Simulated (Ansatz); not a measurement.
Structures of CsSb₂: which is lowest?

Plane-wave DFT in Ansatz with scalar-relativistic PAW potentials, cutoff 420 eV, Γ-centred meshes chosen by cell and gap, Gaussian smearing with energies taken to zero width. Every cell was relaxed (cell and atoms) in a run of its own, within the symmetry of its start. Functional: PBE.

Relaxed structures (starts from databases or built by putting these elements on another compound's sites):
A. P6/mmm, 3 atoms in the computed cell, a = 5.163 Å, c = 5.945 Å; sites (symmetry × multiplicity) Cs 6/mmm × 1, Sb -6m2 × 2; start: built
B. P4/nmm, 6 atoms in the computed cell, a = 5.772 Å, c = 8.004 Å; sites (symmetry × multiplicity) Cs 4mm × 2, Sb -4m2 × 2 + 4mm × 2; start: built

Rank them by energy. Could pressure change the order?

```tsv
structure	group	E − E(lowest) (meV/atom)	V (Å³/atom)	gap on mesh (eV)
A	P6/mmm	0.0	45.74	0.00
B	P4/nmm	18.8	44.45	0.00
```

A is lowest, 19 meV/atom under B. The two lowest differ in volume by under 3 %, too little for a first-order estimate of what pressure does to that pair (other pairs aren't weighed here); with rigid cells even 3 % in favour of the higher one would need about 2 GPa. Other structures may lie lower than all of these, and vibrations aren't counted.

Spin-orbit coupling is left out, which matters for the bands of heavy elements.